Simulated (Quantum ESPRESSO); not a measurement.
## LiTaRe3Nb2Cu (input and log of a self-consistent run)

A calculation, not a measurement. The program is pw.x of Quantum ESPRESSO 7.5 (plane-wave density functional theory). The cell is made up: eight metal atoms on a face-centred cubic lattice, with elements, volume, strain and displacements drawn at random and not relaxed, so it may be unstable or far from any real phase. PseudoDojo standard norm-conserving files set the functional (PBE unless stated); there is no spin polarisation or spin-orbit coupling, the Fermi-Dirac width of 0.25 eV means electrons at about 2900 K, and the masses in the input are unused placeholders. The copper pseudopotential is less sure than most, with forces differing by about three percent and pressure by about two GPa from a second method on plain copper. Heavy elements are run without spin-orbit coupling, which real alloys of them have. A spin test at this wide smearing found no moment, but such smearing suppresses magnetism that the real alloy may have.

Input:

```
&control calculation='scf', pseudo_dir='./dojo.nc.sr.pbe.v0_5.standard.upf', outdir='./o', disk_io='medium', tprnfor=.true., tstress=.true. /
&system ibrav=0, nat=8, ntyp=5, nbnd=70, ecutwfc=92.02030273, nosym=.true., tot_charge=0,
 occupations='smearing', smearing='fd', degauss=0.0183746611
/
&electrons conv_thr=1.470e-08, electron_maxstep=70, mixing_beta=0.5 /
ATOMIC_SPECIES
Cu 1.0 Cu.upf
Li 1.0 Li.upf
Nb 1.0 Nb.upf
Re 1.0 Re.upf
Ta 1.0 Ta.upf
CELL_PARAMETERS angstrom
2.0115 3.9723 1.9934
-0.0133 3.9528 -3.9345
-4.0199 3.9692 0.0031
ATOMIC_POSITIONS angstrom
Li -0.0719 0.1654 -0.14
Ta -1.8793 1.9137 0.0624
Re 0.0752 1.9466 -2.0229
Re -2.0877 4.0152 -1.9564
Nb -0.0008 3.9642 0.0581
Nb -2.0824 5.9415 0.0035
Re -0.0533 5.9629 -2.0668
Cu -1.9907 8.0429 -1.9215
K_POINTS automatic
5 5 5 1 1 1
```

The log is shortened where brackets say so; the opening notice, blank lines, dates and the lines on written files are dropped, and the path of the files is cut. It prints rydbergs, bohrs and kilobars, and counts compression as positive stress. Its total energy is the free energy E - TS of the whole cell.

```
     Program PWSCF v.7.5
     Parallel version (MPI & OpenMP), running on       1 processor cores
     Number of MPI processes:                 1
     Threads/MPI process:                     1
     [start-up lines left out]
     bravais-lattice index     =            0
     lattice parameter (alat)  =       9.2189  a.u.
     unit-cell volume          =     849.1749 (a.u.)^3
     number of atoms/cell      =            8
     number of atomic types    =            5
     number of electrons       =       106.00
     number of Kohn-Sham states=           70
     kinetic-energy cutoff     =      92.0203  Ry
     charge density cutoff     =     368.0812  Ry
     scf convergence threshold =      1.5E-08
     mixing beta               =       0.5000
     number of iterations used =            8  plain     mixing
     Exchange-correlation= PBE
                           (   1   4   3   4   0   0   0)
     [axes and pseudopotential details left out]
   Cartesian axes
     site n.     atom                  positions (alat units)
         1        Li     tau(   1) = (  -0.0147384   0.0339044  -0.0286978  )
         2        Ta     tau(   2) = (  -0.3852275   0.3922790   0.0127910  )
         3        Re     tau(   3) = (   0.0154148   0.3990230  -0.4146633  )
         4        Re     tau(   4) = (  -0.4279463   0.8230540  -0.4010318  )
         5        Nb     tau(   5) = (  -0.0001640   0.8125998   0.0119096  )
         6        Nb     tau(   6) = (  -0.4268599   1.2179158   0.0007174  )
         7        Re     tau(   7) = (  -0.0109257   1.2223025  -0.4236621  )
         8        Cu     tau(   8) = (  -0.4080628   1.6486704  -0.3938778  )
     number of k points=    63  Fermi-Dirac smearing, width (Ry)=  0.0184
                       cart. coord. in units 2pi/alat
        k(    1) = (   0.0000792   0.1229874  -0.0004316), wk =   0.0320000
        k(    2) = (  -0.1821985   0.1841464   0.0616280), wk =   0.0320000
     [further k points left out]
     Dense  grid:   101267 G-vectors     FFT dimensions: (  60,  72,  72)
     Estimated max dynamical RAM per process >     199.70 MB
     Initial potential from superposition of free atoms
     starting charge     105.9886, renormalised to     106.0000
     Starting wfcs are   72 randomized atomic wfcs
     total cpu time spent up to now is       40.6 secs
     per-process dynamical memory:   116.9 Mb
     Self-consistent Calculation
     iteration #  1     ecut=    92.02 Ry     beta= 0.50
     Davidson diagonalization with overlap
     ethr =  1.00E-02,  avg # of iterations =  4.5
     total cpu time spent up to now is      190.9 secs
     total energy              =   -1284.48748852 Ry
     estimated scf accuracy    <      13.65910595 Ry
     iteration #  2     ecut=    92.02 Ry     beta= 0.50
     Davidson diagonalization with overlap
     ethr =  1.00E-02,  avg # of iterations =  3.0
     total cpu time spent up to now is      311.9 secs
     total energy              =   -1291.22211519 Ry
     estimated scf accuracy    <      36.66126694 Ry
     iteration #  3     ecut=    92.02 Ry     beta= 0.50
     Davidson diagonalization with overlap
     ethr =  1.00E-02,  avg # of iterations =  2.1
     total cpu time spent up to now is      414.2 secs
     total energy              =   -1293.94008941 Ry
     estimated scf accuracy    <       8.51931512 Ry
     iteration #  4     ecut=    92.02 Ry     beta= 0.50
     Davidson diagonalization with overlap
     ethr =  8.04E-03,  avg # of iterations =  1.0
     total cpu time spent up to now is      501.4 secs
     total energy              =   -1293.88845969 Ry
     estimated scf accuracy    <       3.18535075 Ry
     iteration #  5     ecut=    92.02 Ry     beta= 0.50
     Davidson diagonalization with overlap
     ethr =  3.01E-03,  avg # of iterations =  1.8
     total cpu time spent up to now is      590.2 secs
     total energy              =   -1293.65978354 Ry
     estimated scf accuracy    <       1.66445128 Ry
     [iterations 6 to 14 left out]
     iteration # 15     ecut=    92.02 Ry     beta= 0.50
     Davidson diagonalization with overlap
     ethr =  6.52E-08,  avg # of iterations =  1.0
     total cpu time spent up to now is     1623.4 secs
     total energy              =   -1293.59982655 Ry
     estimated scf accuracy    <       0.00001184 Ry
     iteration # 16     ecut=    92.02 Ry     beta= 0.50
     Davidson diagonalization with overlap
     ethr =  1.12E-08,  avg # of iterations =  2.0
     total cpu time spent up to now is     1722.9 secs
     total energy              =   -1293.59982716 Ry
     estimated scf accuracy    <       0.00000844 Ry
     iteration # 17     ecut=    92.02 Ry     beta= 0.50
     Davidson diagonalization with overlap
     ethr =  7.96E-09,  avg # of iterations =  1.0
     total cpu time spent up to now is     1808.8 secs
     total energy              =   -1293.59982795 Ry
     estimated scf accuracy    <       0.00000020 Ry
     iteration # 18     ecut=    92.02 Ry     beta= 0.50
     Davidson diagonalization with overlap
     ethr =  1.92E-10,  avg # of iterations =  2.6
     total cpu time spent up to now is     1909.8 secs
     total energy              =   -1293.59982796 Ry
     estimated scf accuracy    <       0.00000051 Ry
     iteration # 19     ecut=    92.02 Ry     beta= 0.50
     Davidson diagonalization with overlap
     ethr =  1.92E-10,  avg # of iterations =  1.9
     total cpu time spent up to now is     2002.8 secs
     End of self-consistent calculation
     [lines on levels left out]
!    total energy              =   -1293.59982800 Ry
     estimated scf accuracy    <       0.00000001 Ry
     smearing contrib. (-TS)   =      -0.10109451 Ry
     internal energy E=F+TS    =   -1293.49873349 Ry
     The total energy is F=E-TS. E is the sum of the following terms:
     one-electron contribution =    -440.05969746 Ry
     hartree contribution      =     273.90429385 Ry
     xc contribution           =    -235.58370036 Ry
     ewald contribution        =    -891.75962952 Ry
     convergence has been achieved in  19 iterations
     Forces acting on atoms (cartesian axes, Ry/au):
     atom    1 type  2   force =     0.03065446   -0.05240656    0.03999976
     atom    2 type  5   force =    -0.06944130    0.05381060   -0.01271515
     atom    3 type  4   force =    -0.04038263    0.00835287   -0.02557483
     atom    4 type  4   force =     0.00284024   -0.04756134   -0.04142761
     atom    5 type  3   force =     0.02439588    0.02601814   -0.05827874
     atom    6 type  3   force =     0.01498053    0.00940872    0.00708895
     atom    7 type  4   force =     0.05252792    0.02606594    0.09178321
     atom    8 type  1   force =    -0.01557510   -0.02368837   -0.00087559
     Total force =     0.192887     Total SCF correction =     0.000258
     Computing stress (Cartesian axis) and pressure
          total   stress  (Ry/bohr**3)                   (kbar)     P=        9.84
   0.00006084   0.00012712   0.00002371            8.95       18.70        3.49
   0.00012712   0.00001568   0.00006417           18.70        2.31        9.44
   0.00002371   0.00006417   0.00012420            3.49        9.44       18.27
     init_run     :     37.52s CPU     40.36s WALL (       1 calls)
     electrons    :   1847.52s CPU   1962.20s WALL (       1 calls)
     forces       :     16.94s CPU     17.11s WALL (       1 calls)
     stress       :     61.27s CPU     61.58s WALL (       1 calls)
     [timing details left out]
     PWSCF        :  32m43.73s CPU  34m44.74s WALL
     JOB DONE.
```

In other units: free energy -17600.322 eV for the cell, pressure 0.98 GPa, largest force component 2.360 eV/Å in size. The run took 2086 s of wall time with one process on a shared machine (AMD EPYC, Zen 5, virtual cores), so the time is rough. A rerun of this cell at a higher cutoff and on a denser mesh moved values by no more than 0.004 eV in energy, 0.04 GPa in stress and 0.006 eV/Å in force, and a second program with other atomic files agreed on that cell to 2 % rms in force and 0.5 GPa in pressure.